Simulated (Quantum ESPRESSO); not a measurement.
Ga2SiZnO6, input and log of a self-consistent run

A calculation, not a measurement. The program is pw.x of Quantum ESPRESSO 7.5 (plane-wave density functional theory). The cell is made up: 10 atoms on a corundum lattice, with randomly drawn elements, strain and displacements, not relaxed. PseudoDojo standard norm-conserving files (v0.5 for PBE, v0.4.1 for LDA and PBEsol) set the functional; there is no spin polarisation, spin-orbit coupling or dispersion term, and the masses in the input are unused placeholders.

Input:

```
&control calculation='scf', pseudo_dir='./dojo.nc.sr.pbe.v0_5.standard.upf', outdir='./o', disk_io='low', tprnfor=.true., tstress=.true. /
&system ibrav=0, nat=10, ntyp=4, nbnd=49, ecutwfc=105.61755193, nosym=.true., tot_charge=0,
 occupations='smearing', smearing='fd', degauss=0.0018374661
/
&electrons conv_thr=7.350e-09, electron_maxstep=60, /
ATOMIC_SPECIES
Ga 1.0 Ga.upf
O 1.0 O.upf
Si 1.0 Si.upf
Zn 1.0 Zn.upf
CELL_PARAMETERS angstrom
2.3631 1.3973 4.2602
-2.4914 1.4256 4.3222
-0.0397 -2.8118 4.2877
ATOMIC_POSITIONS angstrom
Ga -0.0862 0.0388 4.5642
Si -0.0344 0.0273 1.9054
Zn -0.165 0.0078 8.285
Ga -0.1081 -0.015 10.9554
O -1.035 1.4002 7.486
O -0.8072 -1.5061 7.5197
O 1.4977 0.0867 7.5054
O 0.8263 -1.3478 5.4118
O 0.6317 1.4777 5.351
O -1.7457 -0.0719 5.3355
K_POINTS automatic
8 7 7 1 1 1
```

The log is shortened where brackets say so; the opening notice, blank lines, dates and the lines on written files are dropped, and the path of the files is cut. It prints rydbergs, bohrs and kilobars, and counts compression as positive stress. With no partly filled state, the Fermi energy that it prints is only some level between the filled and the empty states on the mesh, and need not lie in the true gap.

```
     Program PWSCF v.7.5
     Parallel version (MPI & OpenMP), running on       4 processor cores
     Number of MPI processes:                 4
     Threads/MPI process:                     1
     [start-up lines left out]
     bravais-lattice index     =            0
     lattice parameter (alat)  =       9.5774  a.u.
     unit-cell volume          =     593.4187 (a.u.)^3
     number of atoms/cell      =           10
     number of atomic types    =            4
     number of electrons       =        86.00
     number of Kohn-Sham states=           49
     kinetic-energy cutoff     =     105.6176  Ry
     charge density cutoff     =     422.4702  Ry
     scf convergence threshold =      7.3E-09
     mixing beta               =       0.7000
     number of iterations used =            8  plain     mixing
     Exchange-correlation= PBE
                           (   1   4   3   4   0   0   0)
     [axes and pseudopotential details left out]
   Cartesian axes
     site n.     atom                  positions (alat units)
         1        Ga     tau(   1) = (  -0.0170082   0.0076557   0.9005680  )
         2        Si     tau(   2) = (  -0.0067875   0.0053866   0.3759568  )
         3        Zn     tau(   3) = (  -0.0325564   0.0015390   1.6347236  )
         4        Ga     tau(   4) = (  -0.0213293  -0.0029597   2.1616235  )
         5        O      tau(   5) = (  -0.2042171   0.2762752   1.4770719  )
         6        O      tau(   6) = (  -0.1592696  -0.2971705   1.4837213  )
         7        O      tau(   7) = (   0.2955130   0.0171069   1.4808998  )
         8        O      tau(   8) = (   0.1630383  -0.2659361   1.0678090  )
         9        O      tau(   9) = (   0.1246415   0.2915668   1.0558124  )
        10        O      tau(  10) = (  -0.3444462  -0.0141867   1.0527541  )
     number of k points=   196  Fermi-Dirac smearing, width (Ry)=  0.0018
     Number of k-points >= 100: set verbosity='high' to print them.
     Dense  grid:    86983 G-vectors     FFT dimensions: (  64,  72,  64)
     Estimated max dynamical RAM per process >     535.58 MB
     Estimated total dynamical RAM >       2.03 GB
     Initial potential from superposition of free atoms
     starting charge      85.9939, renormalised to      86.0000
     Starting wfcs are   56 randomized atomic wfcs
     total cpu time spent up to now is       23.0 secs
     per-process dynamical memory:   490.3 Mb
     Self-consistent Calculation
     iteration #  1     ecut=   105.62 Ry     beta= 0.70
     Davidson diagonalization with overlap
     ethr =  1.00E-02,  avg # of iterations =  2.8
     total cpu time spent up to now is       83.4 secs
     total energy              =    -930.22351712 Ry
     estimated scf accuracy    <       2.02516793 Ry
     iteration #  2     ecut=   105.62 Ry     beta= 0.70
     Davidson diagonalization with overlap
     ethr =  2.35E-03,  avg # of iterations =  2.2
     total cpu time spent up to now is      142.1 secs
     total energy              =    -930.82905690 Ry
     estimated scf accuracy    <       1.58182855 Ry
     iteration #  3     ecut=   105.62 Ry     beta= 0.70
     Davidson diagonalization with overlap
     ethr =  1.84E-03,  avg # of iterations =  2.0
     total cpu time spent up to now is      200.2 secs
     total energy              =    -931.10914326 Ry
     estimated scf accuracy    <       0.01825624 Ry
     iteration #  4     ecut=   105.62 Ry     beta= 0.70
     Davidson diagonalization with overlap
     ethr =  2.12E-05,  avg # of iterations =  6.4
     total cpu time spent up to now is      273.9 secs
     total energy              =    -931.11562765 Ry
     estimated scf accuracy    <       0.00958736 Ry
     iteration #  5     ecut=   105.62 Ry     beta= 0.70
     Davidson diagonalization with overlap
     ethr =  1.11E-05,  avg # of iterations =  2.1
     total cpu time spent up to now is      332.0 secs
     total energy              =    -931.11720724 Ry
     estimated scf accuracy    <       0.00182331 Ry
     iteration #  6     ecut=   105.62 Ry     beta= 0.70
     Davidson diagonalization with overlap
     ethr =  2.12E-06,  avg # of iterations =  4.8
     total cpu time spent up to now is      388.7 secs
     total energy              =    -931.11739596 Ry
     estimated scf accuracy    <       0.00018892 Ry
     iteration #  7     ecut=   105.62 Ry     beta= 0.70
     Davidson diagonalization with overlap
     ethr =  2.20E-07,  avg # of iterations =  2.0
     total cpu time spent up to now is      446.7 secs
     total energy              =    -931.11741527 Ry
     estimated scf accuracy    <       0.00001889 Ry
     iteration #  8     ecut=   105.62 Ry     beta= 0.70
     Davidson diagonalization with overlap
     ethr =  2.20E-08,  avg # of iterations =  2.0
     total cpu time spent up to now is      504.2 secs
     total energy              =    -931.11742098 Ry
     estimated scf accuracy    <       0.00000279 Ry
     iteration #  9     ecut=   105.62 Ry     beta= 0.70
     Davidson diagonalization with overlap
     ethr =  3.24E-09,  avg # of iterations =  2.0
     total cpu time spent up to now is      561.3 secs
     total energy              =    -931.11742134 Ry
     estimated scf accuracy    <       0.00000102 Ry
     iteration # 10     ecut=   105.62 Ry     beta= 0.70
     Davidson diagonalization with overlap
     ethr =  1.18E-09,  avg # of iterations =  2.0
     total cpu time spent up to now is      615.1 secs
     total energy              =    -931.11742144 Ry
     estimated scf accuracy    <       0.00000007 Ry
     iteration # 11     ecut=   105.62 Ry     beta= 0.70
     Davidson diagonalization with overlap
     ethr =  7.65E-11,  avg # of iterations =  2.0
     total cpu time spent up to now is      666.3 secs
     End of self-consistent calculation
     Number of k-points >= 100: set verbosity='high' to print the bands.
     the Fermi energy is    13.7243 ev
!    total energy              =    -931.11742145 Ry
     estimated scf accuracy    <          4.8E-09 Ry
     smearing contrib. (-TS)   =       0.00000000 Ry
     internal energy E=F+TS    =    -931.11742145 Ry
     The total energy is F=E-TS. E is the sum of the following terms:
     one-electron contribution =    -454.69483205 Ry
     hartree contribution      =     297.49844943 Ry
     xc contribution           =    -183.44420224 Ry
     ewald contribution        =    -590.47683659 Ry
     convergence has been achieved in  11 iterations
     Forces acting on atoms (cartesian axes, Ry/au):
     atom    1 type  1   force =    -0.00066242   -0.05834173   -0.03097626
     atom    2 type  3   force =     0.01116680   -0.01683616    0.02464851
     atom    3 type  4   force =     0.00376513    0.01353679    0.00226322
     atom    4 type  1   force =    -0.03386409    0.04118775    0.03854618
     atom    5 type  2   force =    -0.13283556    0.06928374   -0.08325923
     atom    6 type  2   force =    -0.01740289   -0.13016866   -0.10466932
     atom    7 type  2   force =     0.16088993    0.05584327   -0.09960631
     atom    8 type  2   force =    -0.06634806   -0.12859116    0.04610828
     atom    9 type  2   force =     0.16216224    0.03974597    0.09604932
     atom   10 type  2   force =    -0.08687107    0.11434019    0.11089562
     Total force =     0.446654     Total SCF correction =     0.000207
     Computing stress (Cartesian axis) and pressure
          total   stress  (Ry/bohr**3)                   (kbar)     P=      249.07
   0.00158282   0.00011511   0.00025965          232.84       16.93       38.20
   0.00011511   0.00160880  -0.00000017           16.93      236.66       -0.03
   0.00025965  -0.00000017   0.00188785           38.20       -0.03      277.71
     init_run     :     21.56s CPU     22.28s WALL (       1 calls)
     electrons    :    641.35s CPU    643.37s WALL (       1 calls)
     forces       :      5.19s CPU      5.19s WALL (       1 calls)
     stress       :     19.01s CPU     19.01s WALL (       1 calls)
     [timing details left out]
     PWSCF        :  11m27.91s CPU  11m30.75s WALL
     JOB DONE.
```

In other units: free energy -12668.498 eV for the cell, pressure 24.91 GPa, largest force component 4.169 eV/Å. This run is the check on a run of the same cell at 1143 eV and a 6 x 5 x 5 mesh: rerunning at 1437 eV and a 8 x 7 x 7 mesh moved values by no more than 0.003 eV in energy, 0.03 GPa in stress and 0.002 eV/Å in force.